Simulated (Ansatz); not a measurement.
Input:

NbN:
```
CELL_PARAMETERS angstrom
      2.94269     0.00000     0.00000
     -1.47135     2.54845     0.00000
      0.00000     0.00000     5.47327
ATOMIC_POSITIONS crystal
  Nb 0.66667 0.33333 0.75000
  Nb 0.33333 0.66667 0.25000
  N  0.00000 0.00000 0.50000
  N  0.00000 0.00000 0.00000
```

This is the LDA-relaxed structure.

Q: All from LDA (plane waves, PAW; program Ansatz), unless another level is named. Predict the electronic character.

A: metallic (no gap).

Q: Next, the density of states at the Fermi level?

A: 0.19 states/eV per atom (mean over ±0.08 eV).

Q: Next, the formation energy from the elements (no fitted shifts)?

A: -1.49 eV/atom.

Space group P6_3/mmc (NiAs type). The first step of the workflow began from a Materials Project structure, measured or hypothetical; the Crystallography Open Database files this formula in space group No. 194, but the cells were not matched. It is not the phase usual at ambient conditions (space group No. 225). The LDA relaxation kept the symmetry of its start; of distortions, only those at the zone centre were tested. The run is not spin-polarised. The references are the lowest solids computed at this level, not always the standard phases (solids in place of the gases). Spin–orbit coupling is left out wherever it is not named.

Potentials: the later of the program's two PAW sets.
